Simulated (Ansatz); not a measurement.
MgO (rock salt, space group No. 225), PBE (plane waves, PAW; program Ansatz). The conduction-band minimum lies at Γ, with 1 equivalent valley. Second derivatives d²E/dk² of the lowest band at one valley (eV·Å²), along Cartesian directions:

| direction | d²E/dk² |
|---|---|
| [100] | 22.66 |
| [010] | 22.66 |
| [001] | 22.66 |
| [110] | 22.66 |
| [101] | 22.66 |
| [011] | 22.66 |

**Question.** Find the principal effective masses, the density-of-states mass and the conductivity mass.

**Answer.** Off-diagonal terms follow from H_xy = H[110] − (H_xx + H_yy)/2, and m*/mₑ = 7.620 eV·Å² over each eigenvalue: 0.34, 0.34, 0.34. One valley's DOS mass (m₁m₂m₃)^(1/3) = 0.34, conductivity mass 3/(Σ 1/mᵢ) = 0.34 mₑ.

**Question.** What effective density of states Nc follows at 300 K for parabolic valleys?

**Answer.** Nc = 2.509e19 × 1 × (0.34)^(3/2) ≈ 5.0e18 cm⁻³.

**Question.** With the computed static dielectric constant 11.2 (mean of the diagonal), estimate a hydrogenic donor's binding energy and radius.

**Answer.** E = 13.606 eV × 0.34/11.2² ≈ 37 meV; a = 0.529 Å × ε/m* ≈ 17 Å. Semilocal masses tend to be too small where the gap is.

**Question.** With ε∞ = 3.24 and ω_LO = 678 cm⁻¹, what Fröhlich coupling constant follows?

**Answer.** α = (1/ε∞ − 1/ε0) √(m* × 13.606 eV/ħω_LO) = 1.6.

Space group Fm-3m (rock salt). The cell was relaxed with PBE under the symmetry of its start; phonons on a q-mesh show no instability.

Potentials: the later of the program's two PAW sets.
